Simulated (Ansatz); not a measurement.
# ReP2 in the CdI2-type structure

Method: PBEsol, scalar-relativistic; no spin polarisation; PAW, 420 eV, 12×12×6 k-mesh, Gaussian smearing of 0.05 eV; code Ansatz. The datasets are Ansatz's generated set soft_2.

```xyz
3
Lattice="3.0484 0.0000 0.0000 -1.5242 2.6400 0.0000 0.0000 0.0000 5.0967" Properties=species:S:1:pos:R:3 pbc="T T T"
Re    0.0000    0.0000    0.0000
P     0.0000    1.7600    1.6741
P     1.5242    0.8800    3.4226
```

The cell came from substitution into a structure type; whether the compound takes it is for experiment to say.

The run above is the reference. The same cell was run again with other input settings; several of them aren't fit for production, so the rows show the settings' effect and aren't properties of the material.

| keys changed | outcome | ΔE (meV/atom) | P (GPa) | gap on the mesh (eV) | cell moment (μB) | largest force component (eV/Å) | SCF iterations | rough core-seconds | new warnings |
| --- | --- | --- | --- | --- | --- | --- | --- | --- | --- |
| none (reference) | converged | 0.0 | 0.0 | metal | – | 0.001 | – | – | – |
| scf.occupations.method: "gaussian" → "fermi_dirac"; scf.occupations.width: 0.05 → 0.1; scf.convergence.dr2_threshold: 1e-08 | converged | 0.1 | 0.1 | metal | – | 0.008 | 7 | 7 | stress scf threshold loose |
| scf.occupations.width: 0.05 → null; scf.occupations.method: "gaussian" → "tetrahedron_uncorrected" | converged | 24.9 | 0.4 | metal | – | 0.031 | 6 | 6 | band table not solved further |
| scf.occupations.width: 0.05 → null; scf.occupations.method: "gaussian" → "tetrahedron"; accuracy: "medium"; hamiltonian.hubbard: {"sites": [{"species": "Re", "l": "d", "u_eff": 4.0}], "double_counting": "fll"} | converged | – | -1.8 | metal | – | 0.002 | 8 | 12 | band table not solved further; filled band counts differ across k points; tetrahedron derivatives may miss energy slope |
| scf.mixing.preconditioner: "local_kerker"; scf.n_extra_bands: 8 | converged | 0.0 | 0.0 | metal | – | 0.001 | 6 | 6 | – |
| scf.lower_state_search: "full" | converged | 0.0 | 0.0 | metal | – | 0.001 | 12 | 210 | – |

These changes also left energy (to 0.1 meV/atom), pressure, gap, moment and forces as in the reference: scf.algorithm: "density_mixing"; scf.mixing.algorithm: "msr1"; scf.mixing.beta: 0.2; scf.mixing.ndim: 16; crystal.symmetry: {"detect": false}.

ΔE is the energy with the smearing extrapolated to zero. It is left out where the change alters the Hamiltonian or the spin treatment. The varied runs start from atomic densities (corrected by the program's trained start where that serves), with the default search for lower states unless a row changes it.

(1) What happens with these changes: hamiltonian.hubbard: {"sites": [{"species": "Re", "l": "d", "u_eff": 6.0}], "double_counting": "fll"}; scf.occupations.method: "gaussian" → "cold"; scf.occupations.width: 0.05 → 0.3?

Answer:

(1) outcome converged, P (GPa) -2.4, gap on the mesh (eV) metal, largest force component (eV/Å) 0.035, SCF iterations 8, rough core-seconds 12, new warnings filled band counts differ across k points.

Of the reference: Spin–orbit coupling, which matters for such heavy elements, is left out. The cell is a metal with an odd number of electrons, and spin polarisation wasn't tried.
